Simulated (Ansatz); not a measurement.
ZnO2 in space group Pa-3 (No. 205; Zn on 4a, O on 8c), r²SCAN in the plane-wave PAW code Ansatz. The conduction-band minimum lies on the Γ–R line, 38 % of the way from Γ, with 8 equivalent valleys. Second derivatives d²E/dk² of the lowest band at one valley (eV·Å²), along Cartesian directions:

```json
[
 {"direction": "[100]", "d²E/dk²": "5.354"},
 {"direction": "[010]", "d²E/dk²": "5.354"},
 {"direction": "[001]", "d²E/dk²": "5.354"},
 {"direction": "[110]", "d²E/dk²": "8.455"},
 {"direction": "[101]", "d²E/dk²": "8.455"},
 {"direction": "[011]", "d²E/dk²": "8.455"}
]
```

Find the principal effective masses, the density-of-states mass and the conductivity mass.

Off-diagonal terms follow from H_xy = H[110] − (H_xx + H_yy)/2, and m*/mₑ = 7.620 eV·Å² over each eigenvalue: 0.66, 3.4, 3.4. One valley's DOS mass (m₁m₂m₃)^(1/3) = 2.0, conductivity mass 3/(Σ 1/mᵢ) = 1.4 mₑ.

What effective density of states Nc follows at 300 K for parabolic valleys?

Nc = 2.509e19 × 8 × (2.0)^(3/2) ≈ 5.7e20 cm⁻³.

With the computed static dielectric constant 9.90 (mean of the diagonal), estimate a hydrogenic donor's binding energy and radius.

E = 13.606 eV × 1.4/9.90² ≈ 190 meV; a = 0.529 Å × ε/m* ≈ 3.7 Å. Semilocal masses tend to be too small when the gap is underestimated.

The workflow started from a Materials Project entry (that database holds measured and hypothetical structures alike); the Crystallography Open Database copy checked does not list it. Its standing as an ambient phase is unchecked. The r²SCAN relaxation kept the symmetry of its start; whether a distortion lowers the energy is not shown.

Potentials: the later of the program's two PAW sets.
